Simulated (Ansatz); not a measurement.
All numbers below come from Ansatz, DFT PBE, scalar-relativistic, plane waves, PAW. Settings: cutoff 420 eV, Γ-centred meshes spaced at most about 0.3 Å⁻¹, and about 0.25 Å⁻¹ or finer for metals (2π included), Gaussian smearing. No spin polarisation in the final relaxations.

These are static total energies at zero pressure.

Two forms of InGa3P2 were relaxed alike.

A.

```yaml
crystal:
  lattice:
    - [4.93590, 0.00000, 0.00000]
    - [-2.46795, 4.27461, 0.00000]
    - [0.00000, 0.00000, 9.48425]
  atoms:
    - { symbol: In, position: [0.00000, 0.00000, 0.00000] }
    - { symbol: Ga, position: [0.33333, 0.66667, 0.50000] }
    - { symbol: Ga, position: [0.66667, 0.33333, 0.50000] }
    - { symbol: Ga, position: [0.00000, 0.00000, 0.50000] }
    - { symbol: P, position: [0.00000, 0.00000, 0.73971] }
    - { symbol: P, position: [0.00000, 0.00000, 0.26029] }
```

B.

```yaml
crystal:
  lattice:
    - [4.79971, 0.00000, 0.00000]
    - [0.00000, 4.79971, 0.00000]
    - [0.00000, 0.00000, 6.00449]
  atoms:
    - { symbol: In, position: [0.00000, 0.00000, 0.66508] }
    - { symbol: Ga, position: [0.00000, 0.50000, 0.98036] }
    - { symbol: Ga, position: [0.50000, 0.00000, 0.98036] }
    - { symbol: Ga, position: [0.00000, 0.00000, 0.20518] }
    - { symbol: P, position: [0.50000, 0.50000, 0.15610] }
    - { symbol: P, position: [0.50000, 0.50000, 0.77814] }
```

Question: Which would you expect to be lower, and how large is the difference?

Answer: B is lower, by 0.45 eV/atom. A has space group P6/mmm (No. 191), 33.4 Å³/atom and no gap on its mesh; B has space group P4mm (No. 99), 23.1 Å³/atom and no gap. Counting P atoms around Ga and In (those within 1.25 times the shortest such distance or 1.15 times the sum of covalent radii; a plus sign parts nearer from farther groups; the shortest distance is added where it is long for a bond; a slash parts the counts of unlike sites), A has In 2, Ga 2/6 from 3.6 Å and B has In 4 from 3.5 Å, Ga 4/4+4 from 3.4 Å. B holds P–P pairs (shortest 2.27 Å); in A the shortest P–P distance is 4.55 Å. The denser one is the lower, and pressure would at first widen the difference. Even the lower one lies +0.19 eV/atom against the reference forms of the elements (uncorrected), so neither is stable at this level. Both come from invented guesses. A third cell relaxed alike, in Fmmm, lies 85 meV/atom below the lower of the two.

Cells relaxed within their symmetry can be saddle points.
